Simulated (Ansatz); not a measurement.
GeAs in space group C2/m (No. 12; Pearson symbol mS24), LDA in the plane-wave PAW code Ansatz, all energies at zero smearing, with the estimated change up to a 700 eV cutoff added, with one set of potentials and settings (totals compare only within such a set). Cell of 12 atoms (6 Ge, 6 As): -53936.646 eV.

```tsv
element	reference phase	E (eV/atom)
Ge	Fd-3m, 2 atoms in the cell	-4215.7216
As	R-3m, 2 atoms in the cell	-4773.6736
```

Formation energy per atom, worked out: (-53936.646 − 6×(-4215.7216) − 6×(-4773.6736))/12 = -0.023 eV/atom (-2 kJ per mol of atoms), at 0 K, without zero-point energy or fitted corrections.

The start of the workflow was typed in or built on a structure type; neither database checked (COD, Materials Project) lists it. Whether it is the stable phase at ambient conditions was not checked. The cell was relaxed with LDA under the symmetry of its start; its stability against distortions is not shown here. The volume moved by -23 % from the start of the relaxation. A crystal of weakly bound layers computed without a dispersion correction: the cell and the soft elastic constants depend strongly on that. The references are the lowest solids computed at this level, not always the standard phases.

Potentials: the later of the program's two PAW sets.
